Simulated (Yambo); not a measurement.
Yambo run on SiO2 (space group Ama2, No. 40). The wavefunctions are PBEsol (pw.x of Quantum ESPRESSO, ONCV potentials, no spin-orbit coupling) ones on a 1×2×2 mesh (32 occupied bands); a = 8.277 Å, b = 5.055 Å, c = 5.055 Å, α = 121.21°, β = 90.00°, γ = 90.00°.

Yambo input:

```
rim_cut
gw0
dyson
el_el_corr
HF_and_locXC
cohsex
em1s
RandQpts= 1000000
RandGvec= 1 Ry
EXXRLvcs= 84 Ry
VXCRLvcs= 336 Ry
Chimod= "HARTREE"
% BndsRnXs
 1 | 261 |
%
NGsBlkXs= 7 Ry
% LongDrXs
 1.0 | 1.0 | 1.0 |
%
ExtendOut
% QPkrange
 1 | 1 | 32 | 33 |
%
```

k points by index: 1 = Γ.

The o-*.qp file then holds:

```
#    K-point    Band    Eo [eV]    E [eV]    E-Eo [eV]    Vxc [eV]    Vnlxc [eV]    Sc|Eo [eV]    Re(Z)    Im(Z)
#
    1    32    0.000000    -3.629464    -3.629464    -19.72275    -25.58669    2.234478    1.000000    0.000000
    1    33    5.814061    6.314921    0.500860    -9.445091    -5.305889    -3.638342    1.000000    0.000000
```
(The two width columns are left out.) Convergence of these settings isn't established.

Geometry of the Materials Project entry, not relaxed at this level.

This is not the ordinary phase of the substance; no match was found in the copy of COD used, and its stability was not checked.
